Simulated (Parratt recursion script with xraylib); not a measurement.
# X-ray reflectivity of Si on Al2O3 at several surface roughnesses

```
layer, from the top  thickness (Å)  density (g/cm³)  rms roughness of its top face (Å)  δ (10⁻⁶)  β (10⁻⁶)
-------------------  -------------  ---------------  ---------------------------------  --------  --------
Si                             600            2.081                             varied     6.770    0.1622
Al2O3 (substrate)                –            3.873                                1.6     12.32    0.1498
```

The refractive index is n = 1 − δ + iβ. Vacuum lies above.

Densities are inputs, not measurements. They were set from computed cells of the Materials Project: Si from entry mp-149 (Fd-3m, 2.313 g/cm³, taken at 90 %); Al2O3 from entry mp-1143 (R-3c, 3.873 g/cm³). A layer's crystal structure does not enter its constants, only its composition and density.

Method: specular X-ray reflectivity, Parratt recursion, Névot-Croce roughness, xraylib tables (Parratt recursion script with xraylib 4.3.0).

Photon energy 8.048 keV (λ = 1.5406 Å), s polarisation. The grazing angle θ is scanned from 0.05° to 2.5° in 900 evenly spaced points, and the curve is smoothed with a Gaussian of 0.004° full width. A maximum is a scan point above both neighbours; its place and height come from a parabola through R at the three points.

The table follows two fringe maxima, those next to orders 13 and 22 of m = (2d/λ)(sin²θ − 2δ)^½, through runs that differ in the roughness σ₁ of the film surface alone.

| σ₁ (Å) | θ of the first (°) | R there | θ of the second (°) | R there |
|---|---|---|---|---|
| 4 | 0.978 | 3.86 × 10⁻⁴ | 1.631 | 3.50 × 10⁻⁵ |
| 7.2 | 0.978 | 2.80 × 10⁻⁴ | 1.631 | 1.79 × 10⁻⁵ |
| 10 | 0.977 | ? | 1.629 | ? |

**Question.** Estimate the two heights for σ₁ = 10 Å.

**Answer.** At a maximum the amplitudes from the film's two faces add: R ≈ (|r₁|g₁ + |r₂|g₂A)². Here q₀ = 4π sin θ/λ, qⱼ = (q₀² − 32π²δⱼ/λ²)^½ (1 film, 2 substrate), |r₁| = |q₀² − q₁²|/(q₀ + q₁)², |r₂| = |q₁² − q₂²|/(q₁ + q₂)² with the numerators taken from the constants, g₁ = exp(−q₀q₁σ₁²/2), g₂ = exp(−q₁q₂σ₂²/2), and A = exp(−16π²β₁d/(λ²q₁)) for absorption in the film.

Check on a shown row, σ₁ = 7.2 Å, second maximum: q₀ = 0.2322, q₁ = 0.2303, q₂ = 0.2286 Å⁻¹; |r₁| = 0.00421, |r₂| = 0.00351; g₁ = 0.250, g₂ = 0.935, A = 0.972; R ≈ 1.80 × 10⁻⁵ against 1.79 × 10⁻⁵ in the table.

- σ₁ = 10 Å, first maximum: q₀ = 0.1391, q₁ = 0.1358, q₂ = 0.1331 Å⁻¹; |r₁| = 0.0119, |r₂| = 0.0102; g₁ = 0.389, g₂ = 0.977, A = 0.953; R ≈ 2.00 × 10⁻⁴.
- σ₁ = 10 Å, second maximum: q₀ = 0.2319, q₁ = 0.2299, q₂ = 0.2283 Å⁻¹; |r₁| = 0.00422, |r₂| = 0.00352; g₁ = 0.0696, g₂ = 0.935, A = 0.972; R ≈ 1.22 × 10⁻⁵.

The run gave 1.98 × 10⁻⁴ and 1.21 × 10⁻⁵; the estimates are 1.01 and 1.01 times these.
